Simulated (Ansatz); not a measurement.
## Barrier of one jump, H in MgS

Theory: DFT PBE, scalar-relativistic, plane waves, PAW (Ansatz 0.2.0). (420 eV cutoff, 2×2×2 k-mesh, Gaussian smearing of 0.02 eV, no spin polarisation)

Host crystal, relaxed:

```
CELL_PARAMETERS angstrom
0.00000 2.61488 2.61488
2.61488 0.00000 2.61488
2.61488 2.61488 0.00000
ATOMIC_POSITIONS crystal
Mg 0.00000 0.00000 0.00000
S 0.50000 0.50000 0.50000
```

In a supercell of 16 host sites with charge +1, interstitial H hops to an equivalent place, moving 0.80 Å between the relaxed ends. Climbing-image nudged elastic band at fixed cell with images 0 (start) to 4 (end), the path measured over all atoms, converged to 0.05 eV/Å; the order of the saddle wasn't checked, and the small cell leaves errors of about a tenth of an eV. Zero-point motion and tunnelling, which matter for H, are left out. At the top the atom squeezes straight between two others, where symmetry can hold a band on a ridge, so a bent path, such as one by way of a neighbouring hole, may have a much lower barrier.

Supercell rows in host cell vectors: 0 -2 2; 0 0 2; -2 0 2. H was set at (0.250, 0.250, 0.250) of the host cell.

At the relaxed start H has 1 S at 1.40 Å, 2 Mg at 2.12 Å, 1 S at 2.20 Å, 1 Mg at 3.01 Å, 1 Mg at 3.02 Å.

Task: What barrier does the band give, and what surrounds the atom at the top?

Result: 0.07 eV at image 2, where H has 2 S at 1.66 Å, 2 Mg at 2.08 Å, 4 Mg at 3.19 Å.

Cost: 1 run of about 2.5 core-minutes, on Arm Neoverse V1 (shared hosts).